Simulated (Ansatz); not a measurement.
**Calculated S-33 NMR of the central transition for Li3CuS2**

Cell: a computed structure from the Materials Project (it need not be an observed phase).

```cif
data_Li3CuS2
_symmetry_space_group_name_H-M 'Pbcn'
_symmetry_Int_Tables_number 60
_cell_length_a 5.2930
_cell_length_b 12.0767
_cell_length_c 5.3378
_cell_angle_alpha 90.000
_cell_angle_beta 90.000
_cell_angle_gamma 90.000
loop_
_atom_site_label
_atom_site_type_symbol
_atom_site_symmetry_multiplicity
_atom_site_Wyckoff_symbol
_atom_site_fract_x
_atom_site_fract_y
_atom_site_fract_z
Li1 Li 4 c 0.0000 0.2513 0.2500
Li3 Li 8 d 0.2411 0.5722 0.4841
Cu Cu 4 c 0.0000 0.7554 0.2500
S S 8 d 0.2475 0.6283 0.0044
```

One atom of each set is listed.

Method: Kohn–Sham DFT in Ansatz, PBE, plane waves and PAW, scalar-relativistic, 420 eV cutoff, Γ-centred 5×3×5 k-points, Fermi–Dirac smearing 0.02 eV.

S-33 has I = 3/2 and Q = -69.40 mb (Pyykkö 2018); at 18.8 T its Larmor frequency is ν₀ = 61.5 MHz. Only the quadrupole interaction is simulated: positions count from each site's isotropic chemical shift, and shift anisotropy, dipolar and J coupling are left out.

Task: What does the S-33 spectrum (static powder) show for each site?

Result: 

| site | first shell | C_Q (MHz) | η | P_Q (MHz) | δ_QIS (ppm) | breadth (kHz) |
| --- | --- | --- | --- | --- | --- | --- |
| S | 2 Cu at 2.37–2.41 Å, 7 Li at 2.38–2.86 Å | 7.85 | 0.52 | 8.20 | -444 | 192 |

δ_QIS = −(ν_Q²/30ν₀²)[I(I+1) − 3/4](1 + η²/3) × 10⁶ ppm with ν_Q = 3|C_Q|/[2I(2I−1)]; it falls as 1/B₀² in ppm, and the breadth as 1/B₀ in kHz.
